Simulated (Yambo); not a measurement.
Space group Fm-3m (No. 225); a = 6.843 Å, b = 6.843 Å, c = 6.843 Å, α = 90.00°, β = 90.00°, γ = 90.00°

```tsv
atom	site	symmetry	x	y	z
Br	4b	m-3m	0.5000	0.5000	0.5000
Rb	4a	m-3m	0.0000	0.0000	0.0000
```
(The calculation used a cell of 2 atoms; values per cell refer to that cell.)

RbBr (rock salt, space group Fm-3m, No. 225) under isotropic strain (on all lattice vectors), counted from the cell relaxed with PBEsol, atoms relaxed at each step. norm-conserving PBEsol (Quantum ESPRESSO, 46 Ry, without SOC); G0W0 in Yambo (4×4×4 Γ-centred k mesh, 145 bands and a 8 Ry block in the screening, 145 bands in G with the Bruneval-Gonze terminator, plasmon pole fitted at 27.2 eV).

Unstrained, the direct gap at Γ is 4.22 eV in PBEsol and 6.80 eV in G0W0.

### Question
How fast does it move with strain?

### Answer
Between -0.7 % and +1 % the direct gap at Γ has a volume deformation potential dE/dlnV of -1.6 eV in G0W0 and -2.3 eV in PBEsol. (G0W0: 6.836 eV at -0.7 %, 6.754 eV at +1 %; Δ ln V = 3 ln(1.01/0.993) = 0.0509.) Convergence of the GW settings isn't established. Spin-orbit splittings are left out.
